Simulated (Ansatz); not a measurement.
# ReS2, first-principles data

ReS2:
```xyz
6
Lattice="5.3961 0.0000 0.0000 0.0000 5.3961 0.0000 0.0000 0.0000 3.5655" Properties=species:S:1:pos:R:3 pbc="T T T"
Re     0.0000     0.0000     0.0000
Re     2.6980     2.6980     1.7827
S      1.6346     1.6346     0.0000
S      4.3326     1.0635     1.7827
S      1.0635     4.3326     1.7827
S      3.7615     3.7615     0.0000
```

Space group P4_2/mnm (No. 136), rutile; conventional cell a = b = 5.396 Å, c = 3.565 Å, α = β = γ = 90.00°.

Method: the program Ansatz at the LDA level (PAW). Geometry: relaxed at this level of theory. Other levels are named where they apply.

**Cell and energy**

* **Volume per atom**: 17.30 Å³
* **Density**: 8.01 g/cm³
* **Formation energy from the elements (no fitted shifts)**: -314 meV/atom

**Electronic structure**

- Electronic character = metallic (no gap)
- Density of states at the Fermi level = 0.93 states/eV per atom (mean over ±0.08 eV)

**Mechanics**

- Bulk modulus (Birch–Murnaghan fit): 173 GPa
- Pressure derivative B′: 4.7

**Phonons**

- Highest zone-centre frequency: 480 cm⁻¹
- Zone-centre stability: no imaginary mode at Γ

The cell is a constructed one: a structure type filled with these elements; neither database checked (COD, Materials Project) lists it. Its standing as an ambient phase is unchecked. Symmetry was held in the LDA relaxation. No spin polarisation was allowed. As this level gives no gap, phonon frequencies hold no LO–TO term and depend on the k-mesh and smearing (Fermi–Dirac, 0.1 eV here). The references are the lowest solids computed at this level, not always the standard phases. Scalar-relativistic: spin–orbit coupling is off unless named, which matters more the heavier the elements.

Potentials: the later of the program's two PAW sets.
